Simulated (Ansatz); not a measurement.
Moving the pressure in NiMoIrPdW

The cell as given:

Space group P3m1 (No. 156). a = 2.766 Å, b = 2.766 Å, c = 11.023 Å, α = 90.00°, β = 90.00°, γ = 120.00°
```tsv
atom	site	symmetry	x	y	z
Ni	1b	3m.	0.3333	0.6667	0.5971
Mo	1a	3m.	0.0000	0.0000	0.4107
Pd	1c	3m.	0.6667	0.3333	0.7952
Ir	1c	3m.	0.6667	0.3333	0.1996
W	1b	3m.	0.3333	0.6667	0.9973
```

The cell comes from a database or a generator and needn't be the stable form of this composition.

Kept alike: task relaxation of cell and atoms; functional PBE; k mesh 8 × 8 × 2; occupations fermi-dirac, width 0.05 eV; collinear spin, ferromagnetic start. Program: Ansatz, Ansatz PAW, cutoff 420 eV. The mesh is that of the run's cell of 5 atoms. No spin-orbit coupling.

```csv
"pressure, P (GPa)",volume (Å³/atom),first edge of the run's cell (Å),third edge of the run's cell (Å)
2,14.506,2.758,11.011
5,14.339,2.748,10.966
10,14.082,2.731,10.897
20,13.640,2.703,10.777
```

The relaxations keep at least the cell's symmetry (P3m1). For a metal such a mesh leaves the last digits unconverged. The runs follow the start's structure, whether or not it is the stable one at these pressures. P is the pressure aimed at, which the runs meet within some hundredths to tenths of a GPa. The moments vanished: the runs ended non-magnetic.

The volume falls from 14.506 to 13.640 Å³/atom between 2 and 20 GPa. The volume falls ever more slowly, since the solid stiffens under load. The first edge of the run's cell falls from 2.758 to 2.703 Å between 2 and 20 GPa. The third edge of the run's cell falls from 11.011 to 10.777 Å between 2 and 20 GPa.
